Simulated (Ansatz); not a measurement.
## Eigenvalues along a path: Ga (bcc type)

```
Ga
1.0
    -1.63210    1.63210    1.63210
     1.63210   -1.63210    1.63210
     1.63210    1.63210   -1.63210
Ga
1
Direct
  0.00000 0.00000 0.00000
```

The cell comes from a relaxation on PAW files under the same functional, begun from a prototype that needn't be the stable phase.

Computed with Ansatz 0.2.0; functional LDA, scalar-relativistic. Settings: a Γ-centred 16×16×16 k mesh, Fermi–Dirac smearing of 0.05 eV, no spin polarisation. Methods: LAPW: all electrons, basis error target 1 meV/atom.

Path points, in fractions of the reciprocal vectors: Γ (0.000, 0.000, 0.000), H (0.500, -0.500, 0.500), N (0.000, 0.000, 0.500), P (0.250, 0.250, 0.250). The distance column jumps between branches of the path. Levels in eV from the Fermi level; bands 5 to 13, counted from the lowest band of the run. The gap is zero, the pressure 0.03 GPa.

```
# k(1/Å) point b5 b6 b7 b8 b9 b10 b11 b12 b13
0.000 Γ -15.05 -15.05 -15.05 -14.82 -14.82 -11.69 13.40 13.40 13.40
0.275 - -15.05 -15.05 -15.04 -14.84 -14.82 -11.39 11.89 11.89 11.96
0.550 - -15.02 -15.02 -14.99 -14.89 -14.83 -10.50 9.17 9.17 9.48
0.825 - -14.97 -14.97 -14.96 -14.92 -14.87 -9.00 6.62 6.62 7.20
1.100 - -15.04 -14.96 -14.90 -14.90 -14.85 -6.92 4.51 4.51 5.41
1.375 - -15.11 -15.06 -14.81 -14.81 -14.78 -4.29 2.93 2.93 4.13
1.650 - -15.17 -15.15 -14.74 -14.74 -14.73 -1.22 1.95 1.95 3.24
1.925 H -15.19 -15.19 -14.72 -14.72 -14.72 1.62 1.62 1.62 1.96
2.119 - -15.17 -15.17 -14.74 -14.73 -14.72 0.15 0.92 1.79 3.37
2.314 - -15.14 -15.12 -14.81 -14.77 -14.71 -1.30 -0.36 2.28 4.52
2.508 - -15.11 -15.06 -14.90 -14.82 -14.70 -2.50 -1.60 3.07 5.43
2.703 - -15.08 -14.99 -14.98 -14.86 -14.70 -3.42 -2.65 4.14 6.40
2.897 - -15.10 -15.08 -14.90 -14.86 -14.69 -4.07 -3.43 5.41 7.52
3.092 - -15.14 -15.13 -14.84 -14.84 -14.68 -4.45 -3.91 6.70 8.75
3.286 N -15.16 -15.14 -14.84 -14.82 -14.68 -4.58 -4.07 7.40 9.49
3.480 - -15.15 -15.13 -14.84 -14.82 -14.70 -6.29 -2.08 7.57 9.63
3.675 - -15.14 -15.10 -14.85 -14.82 -14.75 -7.94 0.40 8.08 10.04
3.869 - -15.12 -15.07 -14.86 -14.83 -14.82 -9.29 3.14 8.90 10.68
4.064 - -15.10 -15.05 -14.91 -14.86 -14.82 -10.35 6.09 10.00 11.52
4.258 - -15.07 -15.04 -14.99 -14.84 -14.82 -11.09 9.16 11.31 12.42
4.453 - -15.06 -15.05 -15.04 -14.83 -14.82 -11.54 12.02 12.66 13.14
4.647 Γ -15.05 -15.05 -15.05 -14.82 -14.82 -11.69 13.40 13.40 13.40
4.885 - -15.06 -15.06 -15.02 -14.83 -14.83 -11.46 11.54 12.53 12.53
5.123 - -15.07 -15.07 -14.95 -14.84 -14.84 -10.79 8.54 10.08 10.08
5.361 - -15.08 -15.08 -14.87 -14.84 -14.84 -9.67 5.68 7.40 7.40
5.600 - -15.09 -15.09 -14.83 -14.83 -14.83 -8.08 3.19 4.97 4.97
5.838 - -15.08 -15.08 -14.84 -14.83 -14.83 -6.07 1.15 2.89 2.89
6.076 - -15.05 -15.05 -14.90 -14.82 -14.82 -3.72 -0.32 1.19 1.19
6.314 P -15.00 -15.00 -15.00 -14.82 -14.82 -2.19 -0.10 -0.10 -0.10
6.552 - -15.09 -14.95 -14.95 -14.82 -14.82 -2.57 -0.96 -0.96 2.83
6.790 - -15.13 -14.94 -14.94 -14.81 -14.81 -2.81 -1.38 -1.38 6.32
7.028 - -15.10 -14.97 -14.97 -14.79 -14.79 -2.70 -1.34 -1.34 9.63
7.267 - -15.04 -15.04 -15.00 -14.76 -14.76 -2.21 -0.88 -0.88 9.37
7.505 - -15.11 -15.11 -14.87 -14.74 -14.74 -1.33 -0.04 -0.04 6.65
7.743 - -15.17 -15.17 -14.76 -14.72 -14.72 0.00 1.01 1.01 4.03
7.981 H -15.19 -15.19 -14.72 -14.72 -14.72 1.62 1.62 1.62 1.96
9.648 P -15.00 -15.00 -15.00 -14.82 -14.82 -2.19 -0.10 -0.10 -0.10
9.786 - -15.05 -15.01 -14.95 -14.82 -14.82 -2.51 -1.11 0.36 1.05
9.923 - -15.09 -15.03 -14.89 -14.82 -14.82 -3.07 -1.99 1.36 2.32
10.061 - -15.11 -15.05 -14.83 -14.83 -14.82 -3.60 -2.72 2.60 3.71
10.198 - -15.14 -15.09 -14.83 -14.82 -14.77 -4.03 -3.31 3.98 5.22
10.335 - -15.15 -15.11 -14.83 -14.82 -14.72 -4.33 -3.73 5.43 6.83
10.473 - -15.16 -15.13 -14.84 -14.82 -14.69 -4.52 -3.99 6.76 8.45
10.610 N -15.16 -15.14 -14.84 -14.82 -14.68 -4.58 -4.07 7.40 9.49
```
